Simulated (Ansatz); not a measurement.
Consider the following.

ZrC:
```
CELL_PARAMETERS angstrom
      0.00000     2.35569     2.35569
      2.35569     0.00000     2.35569
      2.35569     2.35569     0.00000
ATOMIC_POSITIONS crystal
  C  0.00000 0.00000 0.00000
  Zr 0.50000 0.50000 0.50000
```

This is the r²SCAN-relaxed structure.

All from the program Ansatz at the r²SCAN level (PAW), unless another level is named. Give the electronic character.

metallic (no gap).

What about the formation energy from the elements (no fitted shifts)?

-1.01 eV/atom.

Next, the density of states at the Fermi level?

0.12 states/eV per atom (mean over ±0.08 eV).

Space group Fm-3m (rock salt). Symmetry was held in the r²SCAN relaxation; of distortions, only those at the zone centre were tested. No spin polarisation was allowed. The references are the lowest solids computed at this level, not always the standard phases. Spin–orbit coupling is left out wherever it is not named.

Potentials: the later of the program's two PAW sets.
